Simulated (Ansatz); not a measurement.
Computed with DFT, BLYP, plane waves (420 eV) with PAW, scalar-relativistic in Ansatz. (PAW data from PBE, frozen cores regenerated.)

An element in the omega (AlB2-type) structure gives this curve. The cell is scaled uniformly from the relaxed one, with fractional coordinates and shape fixed. Energies are extrapolated to zero smearing, pressures are those at the given smearing. Magnetic state: spin not included.

| V (Å³/atom) | E − E₀ (meV/atom) | P (GPa) |
| --- | --- | --- |
| 13.028 | 211.4 | 44.00 |
| 13.620 | 85.1 | 25.77 |
| 14.212 | 18.8 | 11.38 |
| 14.804 | 0.0 | 0.01 |
| 15.396 | 18.6 | -8.94 |
| 15.988 | 66.6 | -15.96 |
| 16.581 | 137.7 | -21.44 |

Question: Which element is it?
A. silicon
B. ruthenium
C. vanadium
D. palladium

Answer: B. Its fit is V₀ = 14.78 Å³/atom, B₀ = 253 GPa, B₀′ = 4.9.
